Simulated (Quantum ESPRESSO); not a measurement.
Parts of the isotropic shielding in ZnCd3Te4, by GIPAW with PBE in a modified build of Quantum ESPRESSO, on JTH PAW datasets, 20 Ha, k-mesh 6×6×6 shifted:

```yaml
crystal:
  lattice:
    - [6.50874, 0.00000, 0.00000]
    - [0.00000, 6.50874, 0.00000]
    - [0.00000, 0.00000, 6.50874]
  atoms:
    - { symbol: Zn, position: [0.00000, 0.00000, 0.00000] }
    - { symbol: Te, position: [0.23978, 0.23978, 0.76022] }
    - { symbol: Cd, position: [0.00000, 0.50000, 0.50000] }
    - { symbol: Te, position: [0.23978, 0.76022, 0.23978] }
    - { symbol: Cd, position: [0.50000, 0.00000, 0.50000] }
    - { symbol: Te, position: [0.76022, 0.23978, 0.23978] }
    - { symbol: Cd, position: [0.50000, 0.50000, 0.00000] }
    - { symbol: Te, position: [0.76022, 0.76022, 0.76022] }
```
The cell was made here from a computed Materials Project entry: one of 4 Cd replaced by Zn, cell and atoms relaxed (PBE without dispersion, pw.x of Quantum ESPRESSO, symmetry kept). The parent is CdTe in F-43m. The swapped cell is a model, not a known phase. Stability against distortions was not tested.

The core term is that of the free atom's frozen core; the paramagnetic column sums the reconstruction terms. Shieldings are absolute and leave out the bulk-susceptibility term; a larger σ means a smaller chemical shift. In our sweeps, cutoffs and meshes of this size left a few ppm, and up to some 20 ppm on atoms from Zn on. No spin–orbit coupling; Te is the heaviest element present. The datasets of Te hold no d projectors, which limits absolute σ on these atoms. With so small a Kohn–Sham gap, σ hangs strongly on the functional and the mesh.

```tsv
site	core	bare (smooth current)	diamagnetic correction	paramagnetic corrections	σ_iso (ppm)
Zn (atom 1)	2275.3	22.3	234.7	___	___
Te (atoms 2, 4, 6, 8)	5554.2	29.9	-3.7	___	___
Cd (atoms 3, 5, 7)	4799.7	53.7	120.2	___	___
```

Complete the blanks.


- Zn (atom 1), paramagnetic corrections: -1164.3
- Zn (atom 1), σ_iso (ppm): 1368.0
- Te (atoms 2, 4, 6, 8), paramagnetic corrections: -2234.2
- Te (atoms 2, 4, 6, 8), σ_iso (ppm): 3346.3
- Cd (atoms 3, 5, 7), paramagnetic corrections: -2008.3
- Cd (atoms 3, 5, 7), σ_iso (ppm): 2965.4
